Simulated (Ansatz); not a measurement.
Given:

Relaxed SnO2 (rutile):

```xyz
6
Lattice="4.8276 0.0000 0.0000 0.0000 4.8276 0.0000 0.0000 0.0000 3.2379" Properties=species:S:1:pos:R:3 pbc="T T T"
Sn     0.0000     0.0000     0.0000
Sn     2.4138     2.4138     1.6190
O      1.4801     1.4801     0.0000
O      3.8939     0.9337     1.6190
O      0.9337     3.8939     1.6190
O      3.3474     3.3474     0.0000
```

In this cell atom 5 (O, nearest neighbour Sn at 2.089 Å; its periodic images, 3.2 Å or more away, move with it) is moved by u·(0.707, 0.707, 0.000) + v·(0.000, 0.000, 1.000); the rest is frozen.

Calculation: PBE (plane waves to 420 eV, PAW, scalar-relativistic; Ansatz, a quantum-chemistry and plane-wave program). k mesh 6×6×8 (Γ-centred), Fermi-Dirac smearing 0.05 eV. The energy includes the smearing's −TS. SnO2 was relaxed with its symmetry unable to fall. The PAW data are Ansatz's earlier set. ΔE is measured from the undisplaced structure. Axes are in Å.

The scan covers u from -0.690 to 0.690 Å in 5 points and v from -0.690 to 0.690 Å in 5 points.

In which direction of the plane is the atom held most weakly?

Along u.

What are the two principal curvatures of the energy at the centre?

3.6 and 11.8 eV/Å².

(For displaced atoms, the force is minus the slope of the energy, and its curvature is a force constant, which sets phonon frequencies.)
